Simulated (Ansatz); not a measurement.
Magnetic states of manganese, simple cubic

The calculation used Ansatz 0.2.0, DFT, m-r2SCAN, plane waves (500 eV) with PAW, scalar-relativistic. The PAW files were generated under PBE, with cores re-solved for the functional.

Each start was relaxed and then solved on a dense mesh, with Fermi-Dirac smearing of 0.05 eV (0.1 eV in a metal without spin) extrapolated to zero. Rows within 2 meV/atom of each other tie.

**Question.** Where does each start end, and how do the energies compare? Starts: antiferromagnetic (G-type); ferromagnetic.

**Answer.** 
```json
{"start": "antiferromagnetic (G-type)", "ends": "antiferromagnetic, largest moment 1.62 μB in the atomic sphere", "ΔE (meV/atom)": "0.0", "V (Å³/atom)": "12.21"}
{"start": "ferromagnetic", "ends": "non-magnetic", "ΔE (meV/atom)": "118.8", "V (Å³/atom)": "11.52"}
```

m-r²SCAN is r²SCAN on the gauge-invariant kinetic-energy density; without spin polarisation the two are equal.
